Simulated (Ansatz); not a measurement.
TiAl₃:
```
CELL_PARAMETERS angstrom
      3.95567     0.00000     0.00000
      0.00000     3.95567     0.00000
      0.00000     0.00000     3.95567
ATOMIC_POSITIONS crystal
  Ti 0.00000 0.00000 0.00000
  Al 0.50000 0.50000 0.00000
  Al 0.00000 0.50000 0.50000
  Al 0.50000 0.00000 0.50000
```

Relaxed with r²SCAN. Special points in fractions of this cell's reciprocal vectors: Γ (0.000, 0.000, 0.000); X (0.000, 0.500, 0.000); M (0.500, 0.500, 0.000); R (0.500, 0.500, 0.500).

Q: List the band energies nearest the Fermi level at these points for plane-wave PAW r²SCAN (Ansatz code).

A: In eV from the Fermi level; about four levels below and three above (degenerate sets whole), none deeper than 8.9 eV; points with the same levels are listed once.

| k | below | above |
|---|---|---|
| Γ | -3.23 -3.23 -2.42 -2.42 -2.42 | 0.11 0.11 0.11 |
| X | -8.54 -2.48 -2.48 -2.32 | 0.38 0.66 0.66 |
| M | -6.55 -6.55 -5.45 -1.39 -1.39 | 0.61 1.06 1.08 |
| R | -5.42 -5.42 -5.42 -3.90 -3.90 -3.90 | 0.20 1.44 1.44 |

Space group Pm-3m (Cu3Au type). The first step of the workflow began from a Materials Project structure, measured or hypothetical; the Crystallography Open Database copy checked does not list it. With Ti and Al taken as one species the cell has the higher symmetry Fm-3m, so it may be an ordered model of a mixed-site phase. Whether it is the stable phase at ambient conditions was not checked. Symmetry was held in the r²SCAN relaxation; whether a distortion lowers the energy is not shown. The run is not spin-polarised.

Potentials: the later of the program's two PAW sets.
